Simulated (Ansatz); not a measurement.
The relaxed structure here is a generated cell of Os: the first start was made by a random draw of sites in a space group, and the end was not matched to a known phase here, so it may be hypothetical. Known forms of Os include space group No. 194.

A relaxed cell of Os (Fm-3m (No. 225)), relaxed on a k-mesh at least as fine as the one used below. All values below come from r2SCAN (plane waves to 500 eV, PAW, scalar-relativistic; Ansatz, a first-principles code). Γ-centred k-mesh 7×14×14 on the run's cell (coarser than for final values), Fermi–Dirac smearing 0.05 eV.

```
CELL_PARAMETERS angstrom
      0.00000     3.83206     3.83206
      1.91603     0.00000     1.91603
      1.91603     1.91603     0.00000
ATOMIC_POSITIONS crystal
  Os 0.00000 0.00000 0.00000
  Os 0.50000 0.00000 0.00000
```

The atoms are displaced by (Å):

| atom | ux | uy | uz |
|---|---|---|---|
| Os1 | -0.053 | 0.026 | -0.086 |
| Os2 | 0.085 | 0.068 | -0.016 |

**Question.** What forces (eV/Å) and pressure result?

**Answer.** 
```json
[
 {"atom": "Os1", "Fx": "0.53", "Fy": "0.12", "Fz": "0.21"},
 {"atom": "Os2", "Fx": "-0.53", "Fy": "-0.12", "Fz": "-0.21"}
]
```

Pressure +1.5 GPa.

No spin polarisation in the result.

The run that gave the undisplaced cell could not lose the symmetry of its start; a randomly shaken copy of 2 atoms returns to this structure.
